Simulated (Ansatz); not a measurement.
CoGe in space group I4_1md (No. 109; Co on 4a, Ge on 4a), DFT-PBE in the program Ansatz with PAW potentials, all energies at zero smearing, with the estimated change up to a 700 eV cutoff added, with one set of potentials and settings (totals compare only within such a set). Cell of 4 atoms (2 Co, 2 Ge): -18842.428 eV.

| element | reference phase | E (eV/atom) |
|---|---|---|
| Co | P6_3/mmc, 2 atoms in the cell, spin-polarised | -5126.1559 |
| Ge | Fd-3m, 2 atoms in the cell | -4294.9847 |

Formation energy per atom, worked out: (-18842.428 − 2×(-5126.1559) − 2×(-4294.9847))/4 = -0.037 eV/atom (-4 kJ per mol of atoms), at 0 K, without zero-point energy or fitted corrections.

A made-up cell: these elements were put on the sites of a structure type; neither database checked (COD, Materials Project) lists it. Its standing as an ambient phase is unchecked. Symmetry was held in the PBE relaxation; whether a distortion lowers the energy is not shown. The workflow began spin-polarised and lost its moments. The references are the lowest solids computed at this level, not always the standard phases.

Potentials: the later of the program's two PAW sets.
